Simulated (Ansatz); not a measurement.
Space group Im-3m (No. 229). a = 2.766 Å, b = 2.766 Å, c = 2.766 Å, α = 90.00°, β = 90.00°, γ = 90.00°
| atom | site | symmetry | x | y | z |
| --- | --- | --- | --- | --- | --- |
| Ni | 2a | m-3m | 0.0000 | 0.0000 | 0.0000 |

Equation of state of this Ni structure (not necessarily the ground state), with shape and atoms relaxed at each volume where symmetry leaves them free. It has no gap at any of these volumes. Computed with DFT r2SCAN, scalar-relativistic, plane waves, PAW (Ansatz 0.2.0).

Cutoff 500 eV; k points 22×22×22 on the computed 1-atom cell (Γ-centred); Gaussian smearing, width 0.10 eV; collinear spin.

| V (Å³/atom) | E − E(largest V) (meV/atom) | P (GPa) |
| --- | --- | --- |
| 9.312 | 71.37 | 37.30 |
| 9.630 | 9.82 | 25.39 |
| 9.947 | -30.14 | 15.41 |
| 10.264 | -52.01 | 7.03 |
| 10.582 | -58.68 | 0.00 |
| 10.899 | -52.62 | -5.90 |
| 11.217 | -35.89 | -10.83 |
| 11.640 | 0.00 | -16.20 |

**Question.** Fit a third-order Birch–Murnaghan equation to E(V).

**Answer.** V0 = 10.58 Å³/atom, B0 = 214 GPa, B0' = 4.9.

The state reached may not be the lowest one.

This bcc form isn't the element's structure at ambient conditions.